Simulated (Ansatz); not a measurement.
A geometry of Ru away from equilibrium: the start of the relaxation of a relaxed Ru cell displaced along its unstable phonon at q = (½, 0, 0) of its primitive reciprocal cell (69i cm⁻¹), largest move 0.15 Å. All values below come from PBE (plane waves to 420 eV, PAW, scalar-relativistic; Ansatz, an electronic-structure program). Γ-centred k-mesh 5×10×5 on the run's cell (coarser than for final values), Fermi–Dirac smearing 0.05 eV.

```xyz
8
Lattice="7.4428 0.0000 0.0000 -1.8607 3.2228 0.0000 0.0000 0.0000 6.7427" Properties=species:S:1:pos:R:3 pbc="T T T"
Ru    -0.0750     2.2785     0.4627
Ru     3.7964     2.0187     0.4627
Ru     1.9357     0.9444     3.8340
Ru     5.5071     1.2042     3.8340
Ru     1.7857     1.2042     6.2801
Ru     5.6571     0.9444     6.2801
Ru     0.0750     2.0187     2.9087
Ru     3.6464     2.2785     2.9087
```

**Question.** Give the Cartesian forces on all atoms (eV/Å).

**Answer.** 
| atom | Fx | Fy | Fz |
|---|---|---|---|
| Ru1 | -0.20 | 0.00 | 0.24 |
| Ru2 | -0.09 | -0.17 | 0.24 |
| Ru3 | 0.20 | 0.00 | 0.24 |
| Ru4 | 0.09 | 0.17 | 0.24 |
| Ru5 | 0.09 | 0.17 | -0.24 |
| Ru6 | 0.20 | 0.00 | -0.24 |
| Ru7 | -0.09 | -0.17 | -0.24 |
| Ru8 | -0.20 | 0.00 | -0.24 |

**Question.** What is the pressure?

**Answer.** -1.7 GPa, compression positive.

No spin polarisation in the result.

The run could not lose the symmetry of its start.

Of the parent cell (P6₃/mmc (No. 194)): it is a generated cell of Ru: the first start was made by placing the elements on the sites of a structure type, and the end was not matched to a known phase here, so it may be hypothetical. A known form of Ru has the same space group but another cell.
